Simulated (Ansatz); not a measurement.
Values for one crystal, relaxed and computed with DFT-PBEsol in the program Ansatz with PAW potentials; other levels are named.

| Item | Value |
|---|---|
| Volume per atom | 22.61 Å³ |
| Electronic character | metallic (no gap) |
| Zone-centre stability | no imaginary mode at Γ |
| Pressure derivative B′ | 4.2 |
| Density of states at the Fermi level | 0.32 states/eV per atom (mean over ±0.08 eV) |
| Bulk modulus (Birch–Murnaghan fit) | 52.5 GPa |
| Highest zone-centre frequency | 362 cm⁻¹ |

Question: Which of these materials gives this?
A) Pr, bcc (W type)
B) Al, I4/mcm (Al on 8h)
C) La, diamond
D) Ga, Cmcm (Ga on 8g)

Answer: B, Al, I4/mcm (Al on 8h)

The start of the workflow was typed in or built on a structure type; neither database checked (COD, Materials Project) lists it. It is not the phase usual at ambient conditions (space group No. 225). Symmetry was held in the PBEsol relaxation. As this level gives no gap, phonon frequencies hold no LO–TO term and depend on the k-mesh and smearing (Fermi–Dirac, 0.1 eV here).

Potentials: the later of the program's two PAW sets.
